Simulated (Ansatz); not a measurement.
## LaSi₂ in Ansatz, vacancy hop by nudged elastic band

Input:

```yaml
crystal:
  lattice:
    - [0.0, 8.636524, 0.0]
    - [8.636524, 0.0, 0.0]
    - [2.159131, 2.159131, -6.934839]
  atoms:
    - { symbol: Si, position: [0.20332119, 0.20695466, 0.17119456] }
    - { symbol: Si, position: [0.08650268, 0.3306424, 0.66805242] }
    - { symbol: Si, position: [0.17011117, 0.41749362, 0.32860632] }
    - { symbol: Si, position: [0.29233645, 0.29269276, 0.82880972] }
    - { symbol: La, position: [0.00235351, -0.00608463, 0.00065869] }
    - { symbol: Si, position: [0.20547171, 0.70478572, 0.17030843] }
    - { symbol: Si, position: [0.08359601, 0.83424756, 0.66703359] }
    - { symbol: Si, position: [0.16783928, 0.91521228, 0.33184483] }
    - { symbol: Si, position: [0.29086135, 0.79378576, 0.8332626] }
    - { symbol: La, position: [-0.00205985, 0.49799367, -0.00230146] }
    - { symbol: La, position: [0.37345074, 0.62769168, 0.49777796] }
    - { symbol: Si, position: [0.71071903, 0.20960627, 0.1635102] }
    - { symbol: Si, position: [0.58360596, 0.33477309, 0.66713953] }
    - { symbol: Si, position: [0.67176347, 0.4187341, 0.32683874] }
    - { symbol: Si, position: [0.79352891, 0.29544465, 0.83443977] }
    - { symbol: La, position: [0.496305, 0.00202875, 0.00625814] }
    - { symbol: La, position: [0.86966421, 0.12323034, 0.50170392] }
    - { symbol: Si, position: [0.71198279, 0.70700746, 0.16548745] }
    - { symbol: Si, position: [0.57925874, 0.834904, 0.67053098] }
    - { symbol: Si, position: [0.67331651, 0.91788788, 0.32882329] }
    - { symbol: Si, position: [0.79402686, 0.79200697, 0.82882027] }
    - { symbol: La, position: [0.50301194, 0.49951539, 0.00197261] }
    - { symbol: La, position: [0.87781571, 0.62447347, 0.49443138] }
kpoints:
  mp_grid: { grid: [2, 2, 2] }
magnetization:
  spin_polarized: false
scf:
  occupations: { method: gaussian, width: 0.1 }
hamiltonian:
  pseudopotentials: { kind: paw }
  xc: pbesol
basis:
  ecutwfc: 420
neb:
  images: 5
  relax_end_points: true
  climbing: true
  f_tol: 0.1
  max_iterations: 40
  order_check: false
  final_atoms:
    - { symbol: Si, position: [0.20332119, 0.20695466, 0.17119456] }
    - { symbol: Si, position: [0.08650268, 0.3306424, 0.66805242] }
    - { symbol: Si, position: [0.17011117, 0.41749362, 0.32860632] }
    - { symbol: Si, position: [0.29233645, 0.29269276, 0.82880972] }
    - { symbol: La, position: [0.37596659, 0.12368921, -0.49918163] }
    - { symbol: Si, position: [0.20547171, 0.70478572, 0.17030843] }
    - { symbol: Si, position: [0.08359601, 0.83424756, 0.66703359] }
    - { symbol: Si, position: [0.16783928, 0.91521228, 0.33184483] }
    - { symbol: Si, position: [0.29086135, 0.79378576, 0.8332626] }
    - { symbol: La, position: [-0.00205985, 0.49799367, -0.00230146] }
    - { symbol: La, position: [0.37345074, 0.62769168, 0.49777796] }
    - { symbol: Si, position: [0.71071903, 0.20960627, 0.1635102] }
    - { symbol: Si, position: [0.58360596, 0.33477309, 0.66713953] }
    - { symbol: Si, position: [0.67176347, 0.4187341, 0.32683874] }
    - { symbol: Si, position: [0.79352891, 0.29544465, 0.83443977] }
    - { symbol: La, position: [0.496305, 0.00202875, 0.00625814] }
    - { symbol: La, position: [0.86966421, 0.12323034, 0.50170392] }
    - { symbol: Si, position: [0.71198279, 0.70700746, 0.16548745] }
    - { symbol: Si, position: [0.57925874, 0.834904, 0.67053098] }
    - { symbol: Si, position: [0.67331651, 0.91788788, 0.32882329] }
    - { symbol: Si, position: [0.79402686, 0.79200697, 0.82882027] }
    - { symbol: La, position: [0.50301194, 0.49951539, 0.00197261] }
    - { symbol: La, position: [0.87781571, 0.62447347, 0.49443138] }
```

Run with:

```bash
ansatz run input.yaml --threads 4 --pin off --max-ram 8192MiB --backend cpu --events-out ev --progress --plain --runs-dir out
```

Origin of the cell: a database entry, scaled a little.

The cell is 2×2×1 cells of LaSi2 with one La taken out; atom 5 (La) hops into the empty site, 4.08 Å away before the end points are relaxed. All atoms were shaken by about 0.02 Å first.

Output (shortened):

```
Warning: neb: disabling space-group detection — the band's intermediate images generally break the endpoint symmetry, so no spatial operation reduces the k-mesh or symmetrises the density, ex […]
Pseudopotentials: kind: paw
Pseudopotential: Si, paw, valence charge 4, recommended cutoff 420 eV (normal), Si.paw.azcp
Pseudopotential: La, paw, valence charge 11, recommended cutoff 420 eV (normal), La.paw.azcp
Functional definition: PBEsol
  exchange = pbesol_x
  correlation = pbesol_c
parallel-image band execution: 4 concurrent image workers
NEB image 0
Crystal: 23 atoms, lattice volume = 517.266 Å³
Basis set: ecut = 420 eV, 10161 PW (Γ), exchange–correlation on 120×120×108 points (8 copies of the dense FFT grid, shifted against one another)
Bands: 94, of which v1, the nominal top of the filled ones, is band 71 counted from 1 (70 counted from 0)
Symmetry: 1 space group operations
k-points: 8
[… 6 lines left out …]
Initial density: superposition of atomic densities (neutral atoms: chi_scale 0, normalization atom), corrected by the library's trained network
Functional: x = pbesol(κ = 0.804, μ = 0.123457), c = pbesol(β = 0.046)
SCF iter   1: F=—  HF=-53086.364351 eV  Δρ=3.44e-3  dr2=1.56e-1
SCF iter   2: F=—  HF=-53086.336229 eV  Δρ=1.96e-3  dr2=4.58e-2  defer=47
SCF iter   3: F=—  HF=-53086.326774 eV  Δρ=3.79e-4  dr2=1.58e-3  defer=47
[… 3 lines left out …]
SCF iter   7: F=—  HF=-53086.326741 eV  Δρ=7.67e-6  dr2=1.64e-6  defer=33
SCF iter   8: F=—  HF=-53086.326742 eV  Δρ=3.00e-6  dr2=1.12e-7  defer=33
SCF iter   9: F=-53086.326742 eV  HF=-53086.326742 eV  Δρ=8.82e-7  dr2=7.88e-9
NEB iter   1: max|band force component| = 4.079e0 eV/Å  barrier→ = 6.7255 eV  barrier← = 6.7253 eV  Δτ_max = 0.2000 Å  (69 SCF iters)
NEB iter   2: max|band force component| = 1.805e0 eV/Å  barrier→ = 4.3183 eV  barrier← = 4.3181 eV  Δτ_max = 0.1619 Å  (49 SCF iters)
NEB iter   3: max|band force component| = 4.512e-1 eV/Å  barrier→ = 3.5459 eV  barrier← = 3.5457 eV  CI = image 3  Δτ_max = 0.0603 Å  (42 SCF iters)
NEB iter   4: max|band force component| = 1.007e-1 eV/Å  barrier→ = 3.4370 eV  barrier← = 3.4368 eV  CI = image 3  Δτ_max = 0.0335 Å  (40 SCF iters)
NEB iter   5: max|band force component| = 3.195e-2 eV/Å  barrier→ = 3.4241 eV  barrier← = 3.4240 eV  CI = image 3  Δτ_max = 0.0000 Å  (35 SCF iters)
--- NEB band (7 images, 5 band iterations, 235 SCF iterations, 66 more in tests of the images' electronic states and relaxations of end points) ---
  forward barrier  = 3.424116 eV
  backward barrier = 3.423970 eV
  lagrangian_above_aufbau_ev (what the smearing adds, to first order; not taken off the barriers): saddle image -0.039089 eV, end points -0.028171 and -0.027937 eV
  climbing image's point = of an order that was not read
  energies are F+E_penalty+E_count in eV, relative to image 0
  image     s (Å)  Δ vs image 0  max|band force component| (eV/Å)
      0    0.0000      0.000000                                 —
      1    0.7461      0.825443                          1.512e-2
      2    1.4921      2.552614                          2.344e-2
  *   3    2.2380      3.424116                          3.195e-2
      4    2.9840      2.552331                          2.347e-2
      5    3.7303      0.824763                          1.526e-2
      6    4.4766      0.000146                                 —
```

The converged band:

```json
{"image": "0", "path over all atoms (Å)": "0.00", "ΔF (eV)": "0.000", "La x": "-0.01", "y": "0.01", "z (Å)": "0.03"}
{"image": "1", "path over all atoms (Å)": "0.75", "ΔF (eV)": "0.825", "La x": "-0.02", "y": "0.32", "z (Å)": "0.51"}
{"image": "2", "path over all atoms (Å)": "1.49", "ΔF (eV)": "2.553", "La x": "-0.01", "y": "0.70", "z (Å)": "1.10"}
{"image": "3", "path over all atoms (Å)": "2.24", "ΔF (eV)": "3.424", "La x": "0.00", "y": "1.08", "z (Å)": "1.74"}
{"image": "4", "path over all atoms (Å)": "2.98", "ΔF (eV)": "2.552", "La x": "0.01", "y": "1.46", "z (Å)": "2.38"}
{"image": "5", "path over all atoms (Å)": "3.73", "ΔF (eV)": "0.825", "La x": "0.02", "y": "1.84", "z (Å)": "2.96"}
{"image": "6", "path over all atoms (Å)": "4.48", "ΔF (eV)": "0.000", "La x": "0.01", "y": "2.15", "z (Å)": "3.45"}
```

Highest image (3), forces in eV/Å:

```xyz
23
Lattice="0.000 8.637 0.000 8.637 0.000 0.000 2.159 2.159 -6.935" Properties=species:S:1:pos:R:3:forces:R:3 pbc="T T T" image=3
Si    2.169    2.235   -1.216   -0.009    0.004   -0.006
Si    4.702    2.076   -4.592    0.006    0.000   -0.020
Si    4.323    2.166   -2.321   -0.032    0.006   -0.006
Si    4.705    4.408   -5.847   -0.003   -0.004    0.019
La   -0.001    1.083    1.738    0.000    0.000    0.000
Si    6.471    2.160   -1.138    0.032   -0.006    0.006
Si    8.248    2.076   -4.546    0.003    0.005   -0.019
Si    8.626    2.090   -2.243    0.009   -0.004    0.005
Si    8.252    4.409   -5.801   -0.006    0.000    0.020
La    4.290   -0.005   -0.089    0.008    0.002    0.004
La    6.505    4.330   -3.370   -0.008   -0.002   -0.005
Si    2.172    6.418   -1.187   -0.007   -0.008   -0.004
Si    4.283    6.464   -4.686    0.003   -0.018   -0.002
Si    4.313    6.449   -2.328   -0.008    0.014   -0.009
Si    4.271    8.661   -5.773   -0.016    0.027    0.003
La   -0.004    4.381   -0.054    0.001    0.003    0.006
La    2.162    8.581   -3.404   -0.001   -0.003   -0.005
Si    6.481    6.513   -1.130    0.008   -0.014    0.009
Si    8.683    6.460   -4.621    0.016   -0.027   -0.003
Si    8.623    6.544   -2.272    0.007    0.008    0.004
Si    8.671    8.657   -5.708   -0.003    0.018    0.002
La    4.316    4.386   -0.079   -0.005   -0.010   -0.010
La    6.479    8.576   -3.380    0.005    0.010    0.011
```

Barrier of this path: 3.42 eV forwards, 3.42 eV backwards, after 5 band iterations.

Caveats: no moments, though an odd count or open d shells may carry them; no spin-orbit coupling, though heavy elements are present; the k mesh is coarse if the cell is a metal; a small cell with a neutral vacancy and no spin, whose shape can make like sites unlike; the cell is held at a rescaled volume, and strain moves barriers; the hop was drawn among near neighbours and need not be the easiest path; few images and a loose tolerance, and neither the top nor the ends were tested for their order.

It ran for 3.3 min on 4 threads of AMD EPYC 9R14 (Zen 4) (shared host), peak memory 3 GiB, from the program's own first density.
